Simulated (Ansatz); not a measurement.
LuH2 (fluorite, Fm-3m) at seven volumes, plane-wave PAW r²SCAN (Ansatz code), scaled uniformly. One row is withheld.

| V (Å³/atom) | P (GPa) |
|---|---|
| 9.438 | ? |
| 9.749 | 6.76 |
| 10.060 | 3.14 |
| 10.372 | 0.00 |
| 10.683 | -2.72 |
| 10.994 | -5.07 |
| 11.305 | -7.12 |

### Question
Fit the shown pressures and predict the withheld one.

### Answer
P = (3/2)B₀(x^(7/2) − x^(5/2))[1 + (3/4)(B′ − 4)(x − 1)] with x = (V₀/V)^(2/3). Least squares on the six rows gives V₀ = 10.372 Å³/atom, B₀ = 97.2 GPa, B′ = 3.76. At V = 9.438, x = 1.0649 and P = 10.95 GPa. The run itself gave 10.96 GPa.

The workflow started from an entry of the Crystallography Open Database (COD). Its standing as an ambient phase is unchecked. Symmetry was held in the r²SCAN relaxation; whether a distortion lowers the energy is not shown. Scalar-relativistic: spin–orbit coupling is off unless named, which matters more the heavier the elements.

Potentials: the later of the program's two PAW sets.
